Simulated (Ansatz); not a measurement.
The relaxed structure here is a generated cell of ZnSnN2: the first start was made by placing the elements on the sites of a structure type, and the end was not matched to a known phase here, so it may be hypothetical.

The start is a generated cell, ZnSnN2 built in the AFLOW prototype ABC2_tP4_123_d_a_f (as in CaCuO2). The cell and all atomic positions are relaxed at zero pressure with PBEsol (plane waves to 420 eV, PAW, scalar-relativistic; Ansatz, a first-principles code). The first steps use a coarse 6×6×7 k-mesh.

Starting cell:
```yaml
crystal:
  lattice:
    - [3.95533, 0.00000, 0.00000]
    - [0.00000, 3.95533, 0.00000]
    - [0.00000, 0.00000, 3.27759]
  atoms:
    - { symbol: Zn, position: [0.50000, 0.50000, 0.50000] }
    - { symbol: Sn, position: [0.00000, 0.00000, 0.00000] }
    - { symbol: N, position: [0.00000, 0.50000, 0.00000] }
    - { symbol: N, position: [0.50000, 0.00000, 0.00000] }
```

- Outcome = The space group stays P4/mmm (No. 123) (the run could not lower it); the end is AFLOW prototype ABC2_tP4_123_d_a_f (as in CaCuO2), with 4 atoms in the primitive cell
- Energy released = 0.08 eV/atom
- Shortest distances (start → end) = The closest pairs of elements (up to four, under 3.6 Å), start → end: N–Sn 1.98 → 2.06 Å; N–Zn 2.57 → 2.56 Å; N–N 2.80 → 2.91 Å; Zn–Zn 3.28 → 3.04 Å
- Band gap at the end = zero (metallic)
- Optimiser moves = 12

Relaxed structure:

```cif
data_N2SnZn
_chemical_formula_sum 'Zn1 Sn1 N2'
_space_group_name_H-M_alt 'P4/mmm'
_space_group_IT_number 123
_space_group_name_Hall '-P 4 2'
_cell_length_a 4.11780
_cell_length_b 4.11780
_cell_length_c 3.03999
_cell_angle_alpha 90.000
_cell_angle_beta 90.000
_cell_angle_gamma 90.000
loop_
_atom_site_label
_atom_site_type_symbol
_atom_site_symmetry_multiplicity
_atom_site_Wyckoff_symbol
_atom_site_fract_x
_atom_site_fract_y
_atom_site_fract_z
_atom_site_occupancy
Zn1 Zn 1 d 0.50000 0.50000 0.50000 1
Sn1 Sn 1 a 0.00000 0.00000 0.00000 1
N1 N 2 f 0.00000 0.50000 0.00000 1
```

Final values are on a 11×11×15 k-mesh of the relaxed cell. No spin polarisation in the result.

The run could not lower the symmetry of its start; a shaken copy of this end point relaxes with PBEsol to P-6m2 (No. 187), 0.83 eV/atom lower.
